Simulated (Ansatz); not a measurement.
Relaxed MoS2 (2H-MoS2 type, space group P6_3/mmc):

```yaml
crystal:
  lattice:
    - [3.14944, 0.00000, 0.00000]
    - [-1.57472, 2.72750, 0.00000]
    - [0.00000, 0.00000, 12.09150]
  atoms:
    - { symbol: Mo, position: [0.33333, 0.66667, 0.25000] }
    - { symbol: Mo, position: [0.66667, 0.33333, 0.75000] }
    - { symbol: S, position: [0.33333, 0.66667, 0.62050] }
    - { symbol: S, position: [0.66667, 0.33333, 0.12050] }
    - { symbol: S, position: [0.66667, 0.33333, 0.37950] }
    - { symbol: S, position: [0.33333, 0.66667, 0.87950] }
```

In this cell atom 6 (S, nearest neighbour Mo at 2.400 Å; its periodic images, 3.1 Å or more away, move with it) is moved by s along Cartesian z, unit vector (0.000, 0.000, 1.000); all other atoms and the cell stay fixed.

Computed with PBE-D3(BJ) (plane waves to 420 eV, PAW, scalar-relativistic; Ansatz, a quantum-chemistry and plane-wave program). k mesh 10×10×3 (Γ-centred), Fermi-Dirac smearing 0.05 eV. Energies are smeared free energies. As the smearing reaches across the gap at some points, energies and forces of such displacements shift with the k mesh and the smearing. MoS2 is run without spin polarisation. MoS2 was relaxed with its symmetry unable to fall. The PAW data are Ansatz's earlier set. The zero of ΔE is the undisplaced structure.

The scan covers s from -0.480 to 0.480 Å in 11 points.

Problem. Is the energy the same for displacements of ±0.480 Å, and if not, which side lies higher?

Solution. Not even: the negative side lies higher at ±0.480 Å. With its periodic images moving along, the atom's site symmetry in this cell is 3m..

Problem. What is the energy change at s = 0.480 Å?

Solution. 1359 meV/cell.

Problem. What force acts on the atom along the line at s = -0.480 Å?

Solution. 10.4 eV/Å.

Problem. What is the force constant k = d²E/ds² of this move at s = 0?

Solution. 17.5 eV/Å².

(For displaced atoms, the force is minus the slope of the energy, and its curvature is a force constant, which sets phonon frequencies.)
